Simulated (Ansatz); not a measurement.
The calculation used Ansatz, DFT PBE, scalar-relativistic, plane waves, PAW, and for the lanthanide a 4f-in-core norm-conserving potential. Cutoff 660 eV, Γ-centred meshes of about 0.25 Å⁻¹ or finer for metals and 0.3 Å⁻¹ for insulators (2π included), Gaussian smearing. No spin polarisation.

Temperature and zero-point effects are left out.

Two forms of Nd3Si2I were relaxed alike.

A.

Space group P-3m1 (No. 164). a = 5.479 Å, b = 5.479 Å, c = 6.163 Å, α = 90.00°, β = 90.00°, γ = 120.00°
```json
{"atom": "Nd", "site": "2d", "symmetry": "3m.", "x": "0.3333", "y": "0.6667", "z": "0.7119"}
{"atom": "Nd", "site": "1a", "symmetry": "-3m.", "x": "0.0000", "y": "0.0000", "z": "0.0000"}
{"atom": "Si", "site": "2d", "symmetry": "3m.", "x": "0.3333", "y": "0.6667", "z": "0.2004"}
{"atom": "I", "site": "1b", "symmetry": "-3m.", "x": "0.0000", "y": "0.0000", "z": "0.5000"}
```

B.

Space group P-3m1 (No. 164). a = 4.312 Å, b = 4.312 Å, c = 11.233 Å, α = 90.00°, β = 90.00°, γ = 120.00°
```json
{"atom": "Nd", "site": "2d", "symmetry": "3m.", "x": "0.3333", "y": "0.6667", "z": "0.2089"}
{"atom": "Nd", "site": "1b", "symmetry": "-3m.", "x": "0.0000", "y": "0.0000", "z": "0.5000"}
{"atom": "Si", "site": "2d", "symmetry": "3m.", "x": "0.3333", "y": "0.6667", "z": "0.6579"}
{"atom": "I", "site": "1a", "symmetry": "-3m.", "x": "0.0000", "y": "0.0000", "z": "0.0000"}
```

Question: Which would you expect to be lower, and how large is the difference?

Answer: B is lower, by 0.31 eV/atom. A has space group P-3m1 (No. 164), 26.7 Å³/atom and no gap on its mesh; B has space group P-3m1 (No. 164), 30.1 Å³/atom and no gap. Counting I or Si atoms around Nd (for each partner element, those within 1.25 times its shortest distance or 1.15 times the sum of covalent radii, where it is the nearest in units of that sum or under 1.3; a plus sign parts groups by distance over the sum of covalent radii; a slash parts the counts of unlike sites), A has Nd 2+6/8 and B has Nd 6. The lower one is the more open, so pressure narrows the difference. Both come from trial cells of a structure search.

Spin–orbit coupling, which can matter for I, is left out. With atoms moved at random, B came back. A had no clear such test and can be a saddle point.

The lanthanide is trivalent by construction, without f bands, f moments or other valences.
